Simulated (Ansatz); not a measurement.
Here is the system:

HfGeTe:
Space group P4/nmm, origin choice 1 (No. 129); a = 3.7317 Å, b = 3.7317 Å, c = 10.2001 Å, α = 90.00°, β = 90.00°, γ = 90.00°

| atom | site | symmetry | x | y | z |
|---|---|---|---|---|---|
| Hf | 2c | 4mm | 0.5000 | 0.0000 | 0.2083 |
| Ge | 2a | -4m2 | 0.0000 | 0.0000 | 0.0000 |
| Te | 2c | 4mm | 0.0000 | 0.5000 | 0.3395 |

This is the r²SCAN-relaxed structure.

Question: All from r²SCAN (plane waves, PAW; program Ansatz), unless another level is named. Estimate the electronic character.

Answer: metallic (no gap).

Question: Predict the density of states at the Fermi level.

Answer: 0.21 states/eV per atom (mean over ±0.08 eV).

Question: What about the formation energy from the elements (no fitted shifts)?

Answer: -74 kJ/mol-atom.

The first step of the workflow began from a Materials Project structure, measured or hypothetical; the Crystallography Open Database files this formula in space group No. 129, but the cells were not matched. Whether it is the stable phase at ambient conditions was not checked. The cell was relaxed with r²SCAN under the symmetry of its start; whether a distortion lowers the energy is not shown. The run is not spin-polarised. A crystal of weakly bound layers computed without a dispersion correction: the cell and the soft elastic constants depend strongly on that. The references are the lowest solids computed at this level, not always the standard phases. Spin–orbit coupling is left out wherever it is not named.

Potentials: the later of the program's two PAW sets.
